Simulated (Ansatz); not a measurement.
# CsAuBr₃ in Ansatz, settings compared

The input file (Ansatz 0.2.0, plane waves):

```yaml
crystal:
  lattice:
    - [0.0, 7.883204, 0.0]
    - [7.883204, 0.0, 0.0]
    - [3.941602, 3.941602, -5.744309]
  atoms:
    - { symbol: Au, position: [0.0, 0.0, 0.0] }
    - { symbol: Au, position: [0.5, 0.5, 0.0] }
    - { symbol: Br, position: [0.222, 0.222, 0.0] }
    - { symbol: Br, position: [0.222, 0.778, 0.0] }
    - { symbol: Br, position: [0.778, 0.778, 0.0] }
    - { symbol: Br, position: [0.778, 0.222, 0.0] }
    - { symbol: Br, position: [0.7122, 0.7122, 0.5756] }
    - { symbol: Br, position: [0.2878, 0.2878, 0.4244] }
    - { symbol: Cs, position: [0.75, 0.25, 0.5] }
    - { symbol: Cs, position: [0.25, 0.75, 0.5] }
  symmetry: { tolerance: 0.0003 }
kpoints:
  mp_grid: { grid: [3, 3, 3], shift: [0, 0, 0] }
magnetization:
  spin_polarized: false
scf:
  occupations: { method: fermi_dirac }
hamiltonian:
  pseudopotentials: { kind: paw }
  xc: r2scan
basis:
  ecutwfc: 500
output:
  forces: true
  stress: true
  eigenvalues: true
  write_density: true
  write_potential: true
  elf: true
  volumetric_format: npy
```

Run with:

```bash
ansatz run input.yaml --threads 1 --pin off --max-ram 2560MiB --backend cpu --events-out ev --progress --plain --runs-dir out
```

Origin of the cell: a database entry, scaled a little.

The smearing width isn't typed, so it takes its default of 0.1 eV.

Output of this run (shortened):

```
SCF iter   1: F=—  HF=-54466.405635 eV  Δρ=4.56e-3  dr2=6.99e-2  dr2_τ=6.94e-2  defer=6
SCF iter   2: F=—  HF=-54466.446774 eV  Δρ=1.79e-3  dr2=8.06e-3  dr2_τ=2.79e-3  defer=11
SCF iter   3: F=—  HF=-54466.447430 eV  Δρ=8.26e-4  dr2=1.93e-3  dr2_τ=2.16e-4  defer=11
SCF iter   4: F=—  HF=-54466.447596 eV  Δρ=2.64e-4  dr2=3.50e-4  dr2_τ=5.98e-5  defer=11
SCF iter   5: F=—  HF=-54466.447571 eV  Δρ=9.50e-5  dr2=3.55e-5  dr2_τ=3.20e-6  defer=11
SCF iter   6: F=—  HF=-54466.447881 eV  Δρ=2.31e-5  dr2=2.26e-6  dr2_τ=2.11e-7  defer=11
SCF iter   7: F=-54466.447883 eV  HF=-54466.447882 eV  Δρ=4.71e-6  dr2=8.56e-8  dr2_τ=1.48e-8
SCF 1 converged in 7 iterations: F = -54466.447883 eV  dr2 = 8.56e-8
SCF converged after 7 iterations
Free energy (F): -54466.447883 eV
Harris-Foulkes:  -54466.447882 eV  (|F-HF|=9.71e-8)
Internal energy: -54466.445381 eV  (E = F + TS)
E sigma→0 (E₀):  -54466.446632 eV
Entropy (-TS):   -0.002502 eV (-0.250 meV/atom)
Fermi energy:    3.960195 eV
--- Per-component energies (eV) ---
  E_band       = -1254.527000
  E_kinetic    = 2294.659716
  E_local      = -9823.282399  (includes V_loc(G=0)·N_el)
  E_nonlocal   = 629.478987
  E_hartree    = 3991.026826
  E_xc         = -2262.868361
  E_vxc        = -1573.217714  (∫ρ·V_xc dr)
  E_paw        = -43270.781309  (= ΣΔE_a)
  E_vpaw       = -854.758532  (= ΣTr[D̂ρ^β])
  E_aug_tail   = 0.001519  (compensation charges beyond the density's cutoff)
  E_vtau       = 90.532743  (kinetic-family band-sum trace: ∫τ·v_τ [+ j·A + Jᵃ·Aᵃ] dr)
  E_ewald      = -6023.478309
  E_core_change = -1.202051  (= ΣΔE_core)
  E_smearing   = -0.002502  (= −TS)
  Σ components = -54466.447883   (vs F -54466.447883, Δ=0.00e0)
--- Forces (eV/Å), atoms counted from 1 ---
  atom   1  Au    -0.000000     0.000000     0.000000
[… 4 lines left out …]
  atom   6  Br     0.109276    -0.109276     0.000000
  atom   7  Br     0.000000     0.000000    -0.053872
  atom   8  Br     0.000000     0.000000     0.053872
  atom   9  Cs     0.000000     0.000000    -0.000000
  atom  10  Cs     0.000000    -0.000000     0.000000
  max |Σ_I F_I| component: 2.78e-17 eV/Å
--- Stress (GPa, compression-positive) ---
       -0.078009       0.000000       0.000000
        0.000000      -0.078009       0.000000
        0.000000       0.000000      -0.126118
  P = ⅓ Tr σ = -0.0940 GPa (-0.940 kbar)
```

The same input was run again with these changes:

1. `kpoints.mp_grid.grid` [3, 3, 3] → [1, 1, 1]
2. `hamiltonian.xc` r2scan → lda
3. `scf.algorithm` default → density_mixing; `basis.xc_grid` default → 4

| run | end | SCF iterations | P (GPa) | max force component (eV/Å) | moment (μB) | ΔE(σ→0) (meV/atom) |
| --- | --- | --- | --- | --- | --- | --- |
| base | converged | 7 | -0.09 | 0.109 | – | 0 |
| 1 | converged | 9 | 2.18 | 0.636 | – | 189.51 |
| 2 | converged | 8 | -2.45 | 0.349 | – | – |
| 3 | converged | 7 | -0.09 | 0.109 | – | 0.00 |

Energies are compared only where functional, datasets, charge and starting cell are the same.

Not properties of the system: run 1 (too coarse or loose: `kpoints.mp_grid.grid` = [1, 1, 1]).

Caveats of the base run: no spin-orbit coupling, though heavy elements are present.

Time of the base run: 31 s on 1 thread of Arm Neoverse V1 (shared host), peak memory 1.5 GiB, from the program's own first density.
